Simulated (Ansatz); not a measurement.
A relaxation computed with Ansatz, from input to last step.

```yaml
crystal:
  lattice:
    - [1.604761016, 0.9265092046, 3.4939788749]
    - [-1.604761016, 0.9265092046, 3.4939788749]
    - [0.0, -1.8530184092, 3.4939788749]
  atoms:
    - { symbol: Mg, position: [0.0, 0.0, 0.0] }
    - { symbol: O, position: [0.428786, 0.428786, 0.428786] }
    - { symbol: O, position: [0.571214, 0.571214, 0.571214] }
basis:
  ecutwfc: 420
kpoints:
  mp_grid: { grid: [12, 12, 12] }
hamiltonian:
  xc: pbesol
scf:
  occupations: { method: gaussian, width: 0.02 }
output:
  forces: true
  stress: true
  eigenvalues: true
  write_density: true
  write_potential: true
  elf: true
  volumetric_format: npy
relax:
  adjacent_minimum: "off"
  f_tol: 0.005
  max_steps: 80
  cell: { stress_tol: 0.05 }
```

```bash
ansatz run input.yaml --threads 1 --pin off --max-ram 2560MiB --backend cpu --events-out ev --progress --plain --runs-dir out
```

These are results of Ansatz 0.2.0, DFT PBEsol, scalar-relativistic, plane waves, PAW, not measurements.

Of 8 frames 7 are shown, positions in Å and forces in eV/Å; the SCF threshold varies from step to step. Steps run on the plane waves of an earlier cell, with a Pulay correction in the pressure. The basis is chosen afresh for the last frame, the zero of the energies, and at times for earlier ones too; energy and pressure step there, also at an unchanged geometry.

```xyz
3
Lattice="1.6048 0.9265 3.4940 -1.6048 0.9265 3.4940 0.0000 -1.8530 3.4940" Properties=species:S:1:pos:R:3:forces:R:3 pbc="T T T" step=1 free_energy_over_end_meV_per_atom=6.05 pressure_GPa=-4.83
Mg    0.0000    0.0000    0.0000    0.0000    0.0000    0.0000
O     0.0000    0.0000    4.4945    0.0000    0.0000    0.3041
O     0.0000    0.0000    5.9874    0.0000    0.0000   -0.3041
3
Lattice="1.5974 0.9223 3.4687 -1.5974 0.9223 3.4687 0.0000 -1.8445 3.4687" Properties=species:S:1:pos:R:3:forces:R:3 pbc="T T T" step=2 free_energy_over_end_meV_per_atom=1.04 pressure_GPa=-2.50
Mg    0.0000    0.0000    0.0000    0.0000    0.0000    0.0000
O     0.0000    0.0000    4.4622    0.0000    0.0000    0.1629
O     0.0000    0.0000    5.9440    0.0000    0.0000   -0.1629
3
Lattice="1.5828 0.9139 3.4626 -1.5828 0.9139 3.4626 0.0000 -1.8277 3.4626" Properties=species:S:1:pos:R:3:forces:R:3 pbc="T T T" step=3 free_energy_over_end_meV_per_atom=-1.69 pressure_GPa=0.17
Mg    0.0000    0.0000    0.0000    0.0000    0.0000    0.0000
O     0.0000    0.0000    4.4586    0.0000    0.0000    0.0128
O     0.0000    0.0000    5.9292    0.0000    0.0000   -0.0128
3
Lattice="1.5846 0.9149 3.4605 -1.5846 0.9149 3.4605 0.0000 -1.8297 3.4605" Properties=species:S:1:pos:R:3:forces:R:3 pbc="T T T" step=4 free_energy_over_end_meV_per_atom=-1.61 pressure_GPa=0.01
Mg    0.0000    0.0000    0.0000    0.0000    0.0000    0.0000
O     0.0000    0.0000    4.4556    0.0000    0.0000   -0.0020
O     0.0000    0.0000    5.9260    0.0000    0.0000    0.0020
3
Lattice="1.5845 0.9148 3.4611 -1.5845 0.9148 3.4611 0.0000 -1.8296 3.4611" Properties=species:S:1:pos:R:3:forces:R:3 pbc="T T T" step=5 free_energy_over_end_meV_per_atom=-1.61 pressure_GPa=0.00
Mg    0.0000    0.0000    0.0000    0.0000    0.0000    0.0000
O     0.0000    0.0000    4.4564    0.0000    0.0000    0.0005
O     0.0000    0.0000    5.9270    0.0000    0.0000   -0.0005
3
Lattice="1.5845 0.9148 3.4611 -1.5845 0.9148 3.4611 0.0000 -1.8296 3.4611" Properties=species:S:1:pos:R:3:forces:R:3 pbc="T T T" step=6 free_energy_over_end_meV_per_atom=0.03 pressure_GPa=-0.30
Mg    0.0000    0.0000    0.0000    0.0000    0.0000    0.0000
O     0.0000    0.0000    4.4564    0.0000    0.0000    0.0010
O     0.0000    0.0000    5.9270    0.0000    0.0000   -0.0010
3
Lattice="1.5838 0.9144 3.4574 -1.5838 0.9144 3.4574 0.0000 -1.8288 3.4574" Properties=species:S:1:pos:R:3:forces:R:3 pbc="T T T" step=8 free_energy_over_end_meV_per_atom=0.00 pressure_GPa=-0.02
Mg    0.0000    0.0000    0.0000    0.0000    0.0000    0.0000
O     0.0000    0.0000    4.4511    0.0000    0.0000   -0.0002
O     0.0000    0.0000    5.9210    0.0000    0.0000    0.0002
```

Time: 40 s on 1 thread of Arm Neoverse V2, on a shared host, peak memory 0.36 GiB.